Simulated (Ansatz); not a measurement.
A relaxation computed with Ansatz, from input to last step.

```yaml
crystal:
  lattice:
    - [5.41043679, 0.0, 0.0]
    - [0.0, 3.580436111, 0.0]
    - [0.0, 0.0, 5.5241014284]
  atoms:
    - { symbol: K, position: [0.75, 0.0, 0.687] }
    - { symbol: K, position: [0.25, 0.0, 0.313] }
    - { symbol: Ta, position: [0.75, 0.5, 0.188] }
    - { symbol: Ta, position: [0.25, 0.5, 0.812] }
basis:
  ecutwfc: 420
kpoints:
  mp_grid: { grid: [4, 6, 4] }
hamiltonian:
  xc: pbe
scf:
  occupations: { method: gaussian, width: 0.1 }
  lower_state_search: "off"
output:
  forces: true
  stress: true
  eigenvalues: true
relax:
  adjacent_minimum: "off"
  f_tol: 0.04
  max_steps: 70
  cell: { stress_tol: 0.4 }
```

```bash
ansatz run input.yaml --threads 1 --pin off --max-ram 2560MiB --backend cpu --events-out ev --progress --plain --runs-dir out
```

Level of theory: Ansatz, DFT PBE, scalar-relativistic, plane waves, PAW.

Of 29 frames 10 are shown, positions in Å and forces in eV/Å; the SCF threshold varies from step to step. Steps run on the plane waves of an earlier cell, with a Pulay correction in the pressure. The basis is chosen afresh for the last frame, the zero of the energies, and at times for earlier ones too; energy and pressure step there, also at an unchanged geometry. Here that happened at steps 15 (-32 meV/atom, 1.4 GPa), 24 (-5 meV/atom, 0.2 GPa); the frames before carry an error of that size.

```xyz
4
Lattice="5.4104 0.0000 0.0000 0.0000 3.5804 0.0000 0.0000 0.0000 5.5241" Properties=species:S:1:pos:R:3:forces:R:3 pbc="T T T" step=1 free_energy_over_end_meV_per_atom=1218.64 pressure_GPa=0.25
K     4.0578    0.0000    3.7951    0.0000    0.0000    0.1634
K     1.3526    0.0000    1.7290    0.0000    0.0000   -0.1634
Ta    4.0578    1.7902    1.0385    0.0000    0.0000   -2.2706
Ta    1.3526    1.7902    4.4856    0.0000    0.0000    2.2706
4
Lattice="5.1717 0.0000 0.0000 0.0000 3.3826 0.0000 0.0000 0.0000 6.0602" Properties=species:S:1:pos:R:3:forces:R:3 pbc="T T T" step=4 free_energy_over_end_meV_per_atom=504.28 pressure_GPa=1.12
K     3.8788    0.0000    3.9101    0.0000    0.0000   -0.7661
K     1.2929    0.0000    2.1502    0.0000    0.0000    0.7661
Ta    3.8788    1.6913    0.5256    0.0000    0.0000   -0.5052
Ta    1.2929    1.6913    5.5347    0.0000    0.0000    0.5052
4
Lattice="5.0171 0.0000 0.0000 0.0000 3.0206 0.0000 0.0000 0.0000 6.8171" Properties=species:S:1:pos:R:3:forces:R:3 pbc="T T T" step=7 free_energy_over_end_meV_per_atom=185.33 pressure_GPa=1.69
K     3.7628    0.0000    4.2673    0.0000    0.0000   -0.0248
K     1.2543    0.0000    2.5498    0.0000    0.0000    0.0248
Ta    3.7628    1.5103    0.4457    0.0000    0.0000    0.1719
Ta    1.2543    1.5103    6.3715    0.0000    0.0000   -0.1719
4
Lattice="4.8748 0.0000 0.0000 0.0000 2.9390 0.0000 0.0000 0.0000 7.6317" Properties=species:S:1:pos:R:3:forces:R:3 pbc="T T T" step=10 free_energy_over_end_meV_per_atom=113.76 pressure_GPa=-0.26
K     3.6561    0.0000    4.9580    0.0000    0.0000   -0.0432
K     1.2187    0.0000    2.6737    0.0000    0.0000    0.0432
Ta    3.6561    1.4695    0.5171    0.0000    0.0000   -0.2157
Ta    1.2187    1.4695    7.1146    0.0000    0.0000    0.2157
4
Lattice="4.9028 0.0000 0.0000 0.0000 2.9392 0.0000 0.0000 0.0000 7.5585" Properties=species:S:1:pos:R:3:forces:R:3 pbc="T T T" step=13 free_energy_over_end_meV_per_atom=110.91 pressure_GPa=-0.06
K     3.6771    0.0000    4.8827    0.0000    0.0000   -0.0008
K     1.2257    0.0000    2.6759    0.0000    0.0000    0.0008
Ta    3.6771    1.4696    0.4911    0.0000    0.0000   -0.1157
Ta    1.2257    1.4696    7.0675    0.0000    0.0000    0.1157
4
Lattice="4.8306 0.0000 0.0000 0.0000 2.9663 0.0000 0.0000 0.0000 8.1142" Properties=species:S:1:pos:R:3:forces:R:3 pbc="T T T" step=17 free_energy_over_end_meV_per_atom=42.11 pressure_GPa=0.64
K     3.6229    0.0000    5.3705    0.0000    0.0000   -0.0069
K     1.2076    0.0000    2.7436    0.0000    0.0000    0.0069
Ta    3.6229    1.4831    0.4823    0.0000    0.0000   -0.0502
Ta    1.2076    1.4831    7.6319    0.0000    0.0000    0.0502
4
Lattice="4.7778 0.0000 0.0000 0.0000 2.9489 0.0000 0.0000 0.0000 8.9262" Properties=species:S:1:pos:R:3:forces:R:3 pbc="T T T" step=20 free_energy_over_end_meV_per_atom=13.90 pressure_GPa=0.29
K     3.5834    0.0000    6.0621    0.0000    0.0000    0.0401
K     1.1945    0.0000    2.8641    0.0000    0.0000   -0.0401
Ta    3.5834    1.4744    0.4774    0.0000    0.0000   -0.0190
Ta    1.1945    1.4744    8.4488    0.0000    0.0000    0.0190
4
Lattice="4.7658 0.0000 0.0000 0.0000 2.9352 0.0000 0.0000 0.0000 9.4486" Properties=species:S:1:pos:R:3:forces:R:3 pbc="T T T" step=23 free_energy_over_end_meV_per_atom=7.51 pressure_GPa=-0.01
K     3.5744    0.0000    6.5348    0.0000    0.0000    0.0013
K     1.1915    0.0000    2.9138    0.0000    0.0000   -0.0013
Ta    3.5744    1.4676    0.4723    0.0000    0.0000   -0.0157
Ta    1.1915    1.4676    8.9762    0.0000    0.0000    0.0157
4
Lattice="4.7648 0.0000 0.0000 0.0000 2.9356 0.0000 0.0000 0.0000 9.5044" Properties=species:S:1:pos:R:3:forces:R:3 pbc="T T T" step=26 free_energy_over_end_meV_per_atom=1.88 pressure_GPa=0.14
K     3.5736    0.0000    6.5838    0.0000    0.0000    0.0030
K     1.1912    0.0000    2.9205    0.0000    0.0000   -0.0030
Ta    3.5736    1.4678    0.4712    0.0000    0.0000   -0.0064
Ta    1.1912    1.4678    9.0331    0.0000    0.0000    0.0064
4
Lattice="4.7512 0.0000 0.0000 0.0000 2.9332 0.0000 0.0000 0.0000 9.8382" Properties=species:S:1:pos:R:3:forces:R:3 pbc="T T T" step=29 free_energy_over_end_meV_per_atom=0.00 pressure_GPa=0.03
K     3.5634    0.0000    6.8846    0.0000    0.0000    0.0023
K     1.1878    0.0000    2.9537    0.0000    0.0000   -0.0023
Ta    3.5634    1.4666    0.4694    0.0000    0.0000    0.0097
Ta    1.1878    1.4666    9.3689    0.0000    0.0000   -0.0097
```

The start puts this composition into another compound's structure type, which needn't suit it. At the end the space group is Pmma (tolerance 0.05 Å).

Time: 3.9 min on 1 thread of AMD EPYC 7R43 64-Core Processor (Zen 3), on a shared host, peak memory 0.49 GiB.

The k mesh is coarse. Spin–orbit coupling is left out, which can shift energies with elements as heavy as these.